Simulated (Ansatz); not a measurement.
A geometry of HfO₂ away from equilibrium: step 20 of the relaxation of a generated cell, HfO2 built in the AFLOW prototype AB2_hP12_194_f_ah (C14, as in MgZn2). Level of theory: r2SCAN (plane waves to 500 eV, PAW, scalar-relativistic; Ansatz, an electronic-structure program). Γ-centred k-mesh 7×7×4 on the run's cell, Fermi–Dirac smearing 0.05 eV.

```
HfO2
1.0
    4.66237     0.00000     0.00000
   -2.33118     4.03773     0.00000
    0.00000     0.00000    10.06402
Hf O
4 8
Direct
  0.33333   0.66667   0.88129
  0.66667   0.33333   0.38129
  0.66667   0.33333   0.11871
  0.33333   0.66667   0.61871
  0.00000   0.00000   0.00000
  0.00000   0.00000   0.50000
  0.83689   0.16311   0.25000
  0.67379   0.83689   0.75000
  0.83689   0.67379   0.25000
  0.16311   0.83689   0.75000
  0.32621   0.16311   0.25000
  0.16311   0.32621   0.75000
```

### Question
What forces act on the atoms (eV/Å)?

### Answer
```tsv
atom	Fx	Fy	Fz
Hf1	0.00	0.00	-0.10
Hf2	0.00	0.00	-0.10
Hf3	0.00	0.00	0.10
Hf4	0.00	0.00	0.10
O5	0.00	0.00	0.00
O6	0.00	0.00	0.00
O7	-0.02	0.01	0.00
O8	-0.02	-0.01	0.00
O9	0.00	-0.03	0.00
O10	0.02	-0.01	0.00
O11	0.02	0.01	0.00
O12	0.00	0.03	0.00
```

### Question
What is the pressure?

### Answer
+4.1 GPa, compression positive.

### Question
How far above the relaxed end point is this geometry?

### Answer
0.05 eV/atom; the path ends in P6₃/mmc (No. 194).

No spin polarisation in the result. No Hubbard U is applied.

The run could not lose the symmetry of its start, so the end can be a saddle point.

The end of the path is a generated cell of HfO2: the first start was made by placing the elements on the sites of a structure type, and the end was not matched to a known phase here, so it may be hypothetical. Known forms of HfO2 include space group No. 14, 29, 137, 225.
